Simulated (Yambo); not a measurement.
BSE-type run in Yambo on BaO2 (space group I4/mmm, No. 139) under isotropic strain of +1 % on all lattice vectors, at zero momentum.

Quantum ESPRESSO step (PBEsol, PseudoDojo standard norm-conserving files, scalar-relativistic):
```
&CONTROL
  calculation = 'nscf'
  pseudo_dir = './pseudo'
  outdir = './out'
/
&SYSTEM
  ibrav = 0
  nat = 3
  ntyp = 2
  ecutwfc = 84.0
  ecutrho = 336.0
  occupations = 'fixed'
  force_symmorphic = .true.
  nbnd = 33
/
&ELECTRONS
  conv_thr = 3.0000000000000004e-09
  diago_full_acc = .true.
  diago_thr_init = 1e-08
/
ATOMIC_SPECIES
O 15.9990 O.upf
Ba 137.3270 Ba.upf
CELL_PARAMETERS angstrom
 -1.904510211405   1.904510211405   3.408796884664
  1.904510211405  -1.904510211405   3.408796884664
  1.904510211405   1.904510211405  -3.408796884664
ATOMIC_POSITIONS crystal
O   0.392050988900   0.392050988900   0.000000000000
O   0.607949011100   0.607949011100   0.000000000000
Ba   0.000000000000   0.000000000000   0.000000000000
K_POINTS automatic
8 8 8 0 0 0
```

Yambo input:
```
rim_cut
optics
bse
bss
dipoles
em1s
RandQpts= 1000000
RandGvec= 1 Ry
FFTGvecs= 40 Ry
Chimod= "HARTREE"
BSKmod= "SEX"
BSEmod= "resonant"
BSSmod= "hs"
BSENGexx= 15 Ry
BSENGBlk= 4 Ry
% KfnQP_E
 1.675 | 1.0 | 1.0 |
%
% BSEQptR
 1 | 1 |
%
% BSEBands
 10 | 14 |
%
% BEnRange
 0.0 | 8.7 | eV
%
% BDmRange
 0.15 | 0.15 | eV
%
BEnSteps= 174
% BLongDir
 1.0 | 0.0 | 0.0 |
%
BSHayTrs= -0.02
BSSNEig= 24
WRbsWF
% BndsRnXs
 1 | 29 |
%
NGsBlkXs= 4 Ry
% LongDrXs
 1.0 | 1.0 | 1.0 |
%
```

From the report:

The dimension is k points × valence × conduction bands = 512 × 2 × 3 = 3072.
```
   [SLEPC] Approach                          : Krylov-Schur
   [SLEPC] Number of requested eigenvalues   :  24
   [SLEPC] Number of eigenvalues        [NEV]:  24
    [K] Dimension                                    :  3072
    [K] Bands                                        :  10  14
    [K] Exchange res                                 : yes
    [K] Correlation res                              : yes
    [K] W interaction is bare                        : no
    [K] RL vectors exchange                          :   323
    [K] RL vectors correlation                       :   61
    [W] Matrix size                                  :   61
    [W] Bands                                        :   1  29
    [W] Coulomb Cutoff                               : none
    [W] Hxc Kernel                                   : HARTREE
```

Geometry strained from the cell relaxed with PBEsol, atoms relaxed again.
